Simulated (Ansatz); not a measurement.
Values for one crystal, relaxed and computed with the program Ansatz at the PBE level (PAW); other levels are named.

```yaml
volume_per_atom: 21.49 Å³
band_gap: 0.22 eV (indirect)
Hole effective mass, band 3 of 3 at the edge: 0.14 along [100], 0.10 along [110], 0.094 along [111] (mₑ)
Hole effective mass, band 2 of 3 at the edge: 0.35 along [100], 0.35 along [110], 0.96 along [111] (mₑ)
Pressure derivative B′: 4.0
Bulk modulus (Birch–Murnaghan fit): 54.1 GPa
valence_band_maximum: at Γ
```

Q: Which compound is it?
(A) MgSe, rock salt
(B) AgCl, rock salt
(C) SrTiO3, cubic perovskite
(D) Mg2Si, fluorite or antifluorite type

A: D, Mg2Si, fluorite or antifluorite type

Space group Fm-3m (fluorite or antifluorite type). Symmetry was held in the PBE relaxation.

Potentials: the later of the program's two PAW sets.
